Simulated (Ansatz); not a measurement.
**Mg-25 NMR of the central transition in MgTiBiP3O12**

Cell: a computed structure from the Materials Project (it need not be an observed phase).

```cif
data_MgTiBiP3O12
_symmetry_space_group_name_H-M 'R3c:H'
_symmetry_Int_Tables_number 161
_cell_length_a 8.9812
_cell_length_b 8.9812
_cell_length_c 19.8265
_cell_angle_alpha 90.000
_cell_angle_beta 90.000
_cell_angle_gamma 120.000
loop_
_atom_site_label
_atom_site_type_symbol
_atom_site_symmetry_multiplicity
_atom_site_Wyckoff_symbol
_atom_site_fract_x
_atom_site_fract_y
_atom_site_fract_z
Mg Mg 6 a 0.0000 0.0000 0.9932
Ti Ti 6 a 0.0000 0.0000 0.1490
Bi Bi 6 a 0.0000 0.0000 0.3322
P P 18 b 0.0108 0.3528 0.4181
O13 O 18 b 0.2417 0.2634 0.3216
O15 O 18 b 0.8317 0.3344 0.4035
O18 O 18 b 0.9995 0.1748 0.4180
O21 O 18 b 0.8095 0.9906 0.1973
```

One atom of each set is listed; the run and its k-mesh use a cell of 36 atoms with edges of 8.40, 8.40, 8.40 Å.

The numbers come from a DFT calculation in Ansatz (PBE, plane waves and PAW, scalar-relativistic, 420 eV cutoff, Γ-centred 3×3×3 k-points, Fermi–Dirac smearing 0.02 eV).

Mg-25 has I = 5/2 and Q = 199.4 mb (Pyykkö 2018); at 21.1 T its Larmor frequency is ν₀ = 55.0 MHz. Only the quadrupole interaction is simulated: positions count from each site's isotropic chemical shift, and J coupling is left out, as are shift anisotropy and dipolar coupling, which fast spinning averages.

Task: Simulate the second-order pattern (fast magic-angle spinning, Gaussian broadening 0.3 kHz) of site Mg (6 O at 2.12–2.17 Å).

Result: The calculation gives C_Q = -4.47 MHz and η = 0.00, so ν_Q = 0.671 MHz and the centre of gravity lies at -39.6 ppm (-2.18 kHz).

| offset (kHz) | height |
| --- | --- |
| -5.672 | 0 |
| -5.505 | 2 |
| -5.338 | 5 |
| -5.171 | 6 |
| -5.004 | 6 |
| -4.837 | 6 |
| -4.670 | 6 |
| -4.503 | 7 |
| -4.336 | 7 |
| -4.169 | 7 |
| -4.001 | 7 |
| -3.834 | 8 |
| -3.667 | 13 |
| -3.500 | 46 |
| -3.333 | 81 |
| -3.166 | 71 |
| -2.999 | 56 |
| -2.832 | 49 |
| -2.665 | 45 |
| -2.498 | 44 |
| -2.331 | 43 |
| -2.164 | 43 |
| -1.997 | 43 |
| -1.830 | 45 |
| -1.663 | 47 |
| -1.496 | 51 |
| -1.329 | 56 |
| -1.162 | 68 |
| -0.995 | 93 |
| -0.828 | 100 |
| -0.661 | 43 |
| -0.494 | 5 |

An axis of threefold or higher order runs through Mg, so V_zz lies along it and η is zero.
